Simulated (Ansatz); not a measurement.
A geometry of FeNi away from equilibrium: step 20 of the relaxation of a generated cell, FeNi placed in the AFLOW prototype AB_hP8_194_ad_f (B_i, as in TiAs). Computed with PBE (plane waves to 420 eV, PAW, scalar-relativistic; Ansatz, a first-principles code). Γ-centred k-mesh 12×12×3 on the run's cell (coarser than for final values), Fermi–Dirac smearing 0.05 eV.

```yaml
crystal:
  lattice:
    - [2.53754, 0.00000, 0.00000]
    - [-1.26877, 2.19757, 0.00000]
    - [0.00000, 0.00000, 16.02962]
  atoms:
    - { symbol: Fe, position: [0.33333, 0.66667, 0.12510] }
    - { symbol: Fe, position: [0.66667, 0.33333, 0.62510] }
    - { symbol: Fe, position: [0.66667, 0.33333, 0.87490] }
    - { symbol: Fe, position: [0.33333, 0.66667, 0.37490] }
    - { symbol: Ni, position: [0.00000, 0.00000, 0.00000] }
    - { symbol: Ni, position: [0.00000, 0.00000, 0.50000] }
    - { symbol: Ni, position: [0.33333, 0.66667, 0.75000] }
    - { symbol: Ni, position: [0.66667, 0.33333, 0.25000] }
```
Spin-polarised start, with parallel moments on Fe, Ni.

Q: Which atoms carry the largest force, and which way does it point?

A: 0.01 eV/Å, on Fe1, Fe2, Fe3, Fe4 (atoms numbered as listed); on Fe4 its components are (0.00, 0.00, -0.01).

Q: What is the pressure?

A: +3.4 GPa, compression positive.

Spin state reached: ferromagnetic (net 1.60 μB/atom), from parallel starting moments; other spin orders were not run from this start.

The run could not lose the symmetry of its start; a randomly shaken copy of 8 atoms returns to this structure.

The end of the path is a generated cell of FeNi: the first start was made by placing the elements on the sites of a structure type, and the end was not matched to a known phase here, so it may be hypothetical.
